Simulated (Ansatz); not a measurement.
Relaxed C (diamond):

```
C
1.0
    0.00000     3.57162     3.57162
    1.78581     0.00000     1.78581
    1.78581     1.78581     0.00000
C
4
Direct
  0.25000   0.50000   0.50000
  0.75000   0.50000   0.50000
  0.37500   0.75000   0.75000
  0.87500   0.75000   0.75000
```

Level of theory: PBE (plane waves to 420 eV, PAW, scalar-relativistic; Ansatz, an electronic-structure program). k mesh 13×13×13 (Γ-centred), Fermi-Dirac smearing 0.05 eV. As the smearing reaches across the gap at some points, energies and forces of such displacements shift with the k mesh and the smearing. C was relaxed with its symmetry unable to fall. The PAW data are Ansatz's earlier set.

One atom of the cell was then moved (with its periodic images), all else fixed, and the forces (eV/Å) came out as:

```tsv
atom	Fx	Fy	Fz
C1	4.162	4.311	-4.871
C2	0.713	0.436	-0.905
C3	-5.346	-4.343	6.296
C4	0.471	-0.404	-0.520
```

Task: Which atom was moved, and by which vector (Å)?

Result: C3, by (0.09, 0.09, -0.13), 0.18 Å in all.

(A displaced cell: forces are minus the slopes of the energy, force constants its curvatures, and phonons follow from these.)
